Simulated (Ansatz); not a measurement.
TlAgTe2: pressure against volume, fitted

```xyz
4
Lattice="-1.9600 1.9600 7.6100 1.9600 -1.9600 7.6100 1.9600 1.9600 -7.6100" Properties=species:S:1:pos:R:3 pbc="T T T"
Tl    0.0000    0.0000    0.0000
Ag    0.0000    1.9600    3.8050
Te    0.0000    0.0000    5.6162
Te    0.0000    0.0000    9.6038
```

Atom numbers follow the list: Tl1, Ag2, Te3, Te4.

The cell is COD entry 1509558, as deposited and not checked against the literature; nothing was relaxed.

No spin–orbit coupling, which matters for the heavy atoms here.

Theory: DFT, LDA, all-electron LAPW, scalar-relativistic (Ansatz 0.2.0).

Numerical set-up: a Γ-centred 13×13×13 k mesh, Fermi–Dirac smearing of 0.05 eV, basis error target 0.5 meV/atom, no spin polarisation.

The cell is scaled evenly. Fractional coordinates are held (clamped ions).

| V (Å³/atom) | P (GPa) |
| --- | --- |
| 27.481 | 1.89 |
| 28.650 | -0.44 |
| 28.942 | -0.93 |
| 29.235 | -1.40 |
| 29.527 | -1.83 |
| 29.819 | -2.24 |
| 30.989 | -3.63 |

(1) Fit a third-order Birch–Murnaghan curve to the pressures.

(2) Predict the pressure at the withheld volume, 28.065 Å³/atom.

## Answers

(1) P = (3B0/2)(y^(7/2) − y^(5/2))[1 + (3/4)(B0′ − 4)(y − 1)] with y = (V0/V)^(2/3) fits within 0.01 GPa for V0 = 28.406 Å³/atom, B0 = 52.3 GPa and B0′ = 5.23.

(2) There y = 1.0081, so the fit gives 0.65 GPa; the run gave 0.65 GPa.
